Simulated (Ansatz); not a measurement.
All numbers below come from DFT PBE, scalar-relativistic, plane waves, PAW (Ansatz). All cells share a 420 eV cutoff and Γ-centred k meshes spaced at most about 0.3 Å⁻¹ (2π included). No spin polarisation in the final relaxations.

Temperature and zero-point effects are left out.

Compare these two cells of SnPb5Se6, each relaxed at this level.

A. Space group P4/mmm (No. 123), tetragonal, a = 4.380 Å, c = 18.581 Å. Around Sn lie 6 Se at 3.04–3.10 Å; Pb on a site of symmetry 4/mmm is surrounded by 6 Se at 3.10–3.11 Å; around Pb on a site of symmetry 4mm lie 6 Se at 3.10–3.14 Å; around Pb on a second site of symmetry 4mm lie 6 Se at 3.07–3.11 Å; Se on a site of symmetry 4mm is surrounded by 6 Pb at 3.10–3.11 Å; 3 more sites not described.

B. Space group P-3m1 (No. 164), trigonal, a = 4.381 Å, c = 21.453 Å. Around Sn lie 6 Se at 3.05 Å; Pb on a site of symmetry -3m is surrounded by 6 Se at 3.11 Å; Pb on a site of symmetry 3m is surrounded by 6 Se at 3.11 Å; Pb on a second site of symmetry 3m is surrounded by 6 Se at 3.11 Å; around Se on its first site lie 6 Pb at 3.11 Å; 2 more sites not described.

Question: Which placement of the atoms is lower in energy, and by how much?

Answer: They are level within the accuracy (under 1 meV/atom apart). The two share one framework of sites and differ in which element sits where. A has Sn and Pb ordered on rock salt sites, space group P4/mmm (No. 123), 29.7 Å³/atom and a gap of 0.08 eV on its mesh; B has Sn and Pb ordered on rock salt sites, space group P-3m1 (No. 164), 29.7 Å³/atom and a gap of 0.26 eV. Counting Se atoms around Pb and Sn (those within 1.25 times the shortest such distance or 1.15 times the sum of covalent radii, 1.27 where that leaves under three), A and B both have Sn 6, Pb 6. Both come from invented guesses.

These runs have no spin–orbit coupling, which can matter for Pb. Kohn–Sham gaps at this level usually fall short of measured ones. The missing spin–orbit coupling can work the other way here. Cells relaxed within their symmetry can be saddle points.
